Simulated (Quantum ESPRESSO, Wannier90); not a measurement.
## Tight-binding from DFT: CaSe (rock salt)

```
CaSe
1.0
    0.00000     2.97024     2.97024
    2.97024     0.00000     2.97024
    2.97024     2.97024     0.00000
Ca Se
1 1
Direct
  0.00000   0.00000   0.00000
  0.50000   0.50000   0.50000
```

Cell from Materials Project (mp-1415), symmetrised, no further relaxation. COD (Crystallography Open Database) has an entry of this formula and space group (matched by these alone). Level: PBEsol, no spin polarisation, no spin-orbit coupling; pw.x of Quantum ESPRESSO at 69 Ry with PseudoDojo potentials, 10×10×10 k-points, Wannier90. Density: 10×10×10 mesh, cold smearing 0.01 Ry. Spin-orbit coupling, left out, would split the p-like bands by a few tenths of an eV.

Base run: 10 functions from bands 10-27 of the 27 computed, start hydrogen-like Ca: s;d; Se: s;p, frozen window up to 3.47 eV relative to the valence-band maximum, outer window open. One thing is changed at a time; window edges are relative to the valence-band maximum. The misfit compares interpolated bands with pw.x on a high-symmetry path, for states up to 3.0 eV relative to the valence-band maximum. Converged means that the tolerances were met: symmetric starts can stop on a saddle, which shows as a larger Ω_OD at equal Ω_I and can move the misfit too.

### Question
Which of these settings interpolates worst among those that finish?
(A) base
(B) frozen window to 2.97 eV
(C) frozen window to 2.47 eV
(D) no frozen window

### Answer
D, no frozen window. The whole sweep:

```
setting                   functions  frozen to (eV)  Ω_I (Å²)  Ω_D (Å²)  Ω_OD (Å²)  rms misfit (meV)  worst (meV)      ended
------------------------  ---------  --------------  --------  --------  ---------  ----------------  -----------  ---------
base                             10            3.47     16.58      0.00       2.75               2.2           21  converged
frozen window to 2.97 eV         10            2.97     15.96      0.00       2.64               9.5          115  converged
frozen window to 2.47 eV         10            2.47     15.16      0.00       2.50                77          912  converged
no frozen window                 10            none     12.46      0.00       1.97              1084         3155  converged
```

Runs of this sweep that didn't settle are not listed.
